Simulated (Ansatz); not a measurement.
A relaxed cell of ZnInGaO4 (R3m (No. 160)), relaxed on a k-mesh at least as fine as the one used below. Level of theory: PBE (plane waves to 420 eV, PAW, scalar-relativistic; Ansatz, a program for electronic structure). Γ-centred k-mesh 8×8×8 on the run's cell (coarser than for final values), Fermi–Dirac smearing 0.05 eV.

```
CELL_PARAMETERS angstrom
      1.67796     0.96877     8.70481
     -1.67796     0.96877     8.70481
      0.00000    -1.93754     8.70481
ATOMIC_POSITIONS crystal
  In 0.99692 0.99692 0.99692
  Ga 0.21295 0.21295 0.21295
  Zn 0.78119 0.78119 0.78119
  O  0.13648 0.13648 0.13648
  O  0.87897 0.87897 0.87897
  O  0.28877 0.28877 0.28877
  O  0.70471 0.70471 0.70471
```

Every atom was then displaced, and the forces became (eV/Å):

| atom | Fx | Fy | Fz |
|---|---|---|---|
| In1 | -1.80 | -1.04 | -1.56 |
| Ga2 | 5.06 | -1.99 | 16.13 |
| Zn3 | 0.29 | -4.70 | -4.33 |
| O4 | 3.24 | 1.46 | -15.56 |
| O5 | -8.83 | 5.44 | 1.66 |
| O6 | 0.91 | 0.09 | 1.02 |
| O7 | 1.13 | 0.75 | 2.65 |

Task: Which atom was moved farthest relative to the others, and in which direction?

Result: O4, by (-0.03, -0.39, 0.38) Å (0.54 Å, mean shift removed); the next is Ga2 with 0.43 Å. Its force makes an angle of 139° with its move.

All displacements (Å):

```tsv
atom	ux	uy	uz
In1	0.121	0.369	-0.028
Ga2	-0.458	0.206	-0.163
Zn3	-0.037	0.340	0.115
O4	-0.131	-0.212	0.448
O5	0.030	0.182	0.163
O6	-0.192	0.198	-0.063
O7	-0.028	0.156	0.011
```

Task: Estimate the energy cost of the displacement in the harmonic approximation and compare with the calculation.

Result: For a harmonic well ΔE = −½ Σ F·u = 7.425 eV a cell, or 1061 meV/atom. The calculated energy relative to the undisplaced cell is +0.952 eV/atom, so anharmonic terms matter at this amplitude.

No spin polarisation in the result.

The run that gave the undisplaced cell could not lose the symmetry of its start; a randomly shaken copy of 7 atoms returns to this structure.
